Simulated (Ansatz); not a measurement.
# La4HfO: relaxation step by step

Recipe of this trial structure of La4HfO: random cell by space group and Wyckoff sites (F-43m, No. 216). The dimensions are guesses.

```cif
data_structure
_symmetry_space_group_name_H-M 'P 1'
_symmetry_Int_Tables_number 1
_cell_length_a 6.0788
_cell_length_b 6.0788
_cell_length_c 6.0788
_cell_angle_alpha 60.000
_cell_angle_beta 60.000
_cell_angle_gamma 60.000
_cell_volume 158.84
loop_
_atom_site_label
_atom_site_type_symbol
_atom_site_fract_x
_atom_site_fract_y
_atom_site_fract_z
_atom_site_occupancy
La1 La 0.60984 0.60984 0.60984 1
La2 La 0.60984 0.60984 0.17048 1
La3 La 0.60984 0.17048 0.60984 1
La4 La 0.17048 0.60984 0.60984 1
Hf1 Hf 0.00000 0.00000 0.00000 1
O1 O 0.75000 0.75000 0.75000 1
```

The calculation used Ansatz, DFT PBE, scalar-relativistic, plane waves, PAW. Cutoff 420 eV, Gaussian smearing, Γ-centred meshes. Cell and atoms relax first on a coarse mesh and then on a finer one. In between, the cell is made exact in the group found at 0.06 Å. In metals the finer mesh still leaves noise of several meV/atom or more. The steps can't lower the symmetry of their start. No spin polarisation.

Steps on the 4×4×4 mesh (6 atoms, 8 steps). The free energy counts from the last step; the plane-wave basis is renewed at times, which shifts energy and pressure.

```csv
step,ΔF (meV/atom),V (Å³/atom),P (GPa),largest force component (eV/Å)
1,708.7,26.47,28.81,0.743
2,215.8,30.53,12.02,0.424
3,48.9,34.22,3.11,0.105
4,30.0,35.81,0.68,0.104
5,27.9,36.48,0.01,0.012
6,2.8,36.48,0.95,0.015
7,0.4,37.36,0.10,0.019
8,0.0,37.36,0.10,0.019
```

The relaxed structure, after a last relaxation on the converged mesh:

```cif
data_structure
_symmetry_space_group_name_H-M 'F-43m'
_symmetry_Int_Tables_number 216
_cell_length_a 9.6497
_cell_length_b 9.6497
_cell_length_c 9.6497
_cell_angle_alpha 90.000
_cell_angle_beta 90.000
_cell_angle_gamma 90.000
_cell_volume 898.54
loop_
_atom_site_label
_atom_site_type_symbol
_atom_site_symmetry_multiplicity
_atom_site_Wyckoff_symbol
_atom_site_fract_x
_atom_site_fract_y
_atom_site_fract_z
_atom_site_occupancy
La1 La 16 e 0.61415 0.11415 0.88585 1
Hf1 Hf 4 a 0.00000 0.00000 0.00000 1
O1 O 4 c 0.25000 0.25000 0.25000 1
```

The symmetry stays F-43m (No. 216). The volume per atom grows by 41.4 %, from 26.5 to 37.4 Å³. The shortest distance goes from 2.09 Å (La–O) to 2.27 Å (La–O). The energy falls by about 0.71 eV/atom (the start's value is from the coarse mesh). The end is written in a standard setting, so origin, axes and order of atoms can differ from the start's. La has 1 O at 2.27 Å, 3 La at 3.12 Å, 3 La at 3.71 Å and 3 Hf at 4.04 Å; Hf is surrounded by 12 La at 4.04 Å and 4 O at 4.18 Å; O is surrounded by 4 La at 2.27 Å and 4 Hf at 4.18 Å.

```yaml
Volume_per_atom: 37.44 Å³
Density: 5.54 g/cm³
Formation_energy: +0.32 eV/atom
Gap_on_the_8×8×8_mesh_of_the_6-atom_cell: 0 eV (a metal)
```

Formation energies are uncorrected and refer to the elements' standard structures at the same level (O₂ as a molecule).

The last run used Gaussian smearing of 0.10 eV. Spin–orbit coupling, which can matter for Hf, is left out. The cell is a metal run without spin; a magnetic state may lie lower. A structure relaxed within its symmetry needn't be a true minimum. In all, the 3 runs took 77 s on 1 thread of AMD EPYC 9R45 96-Core Processor (Zen 5) (shared host). Another cell of La4HfO relaxed alike, in P4/mmm, lies 0.81 eV/atom lower, so this cell isn't the stable form at this level.
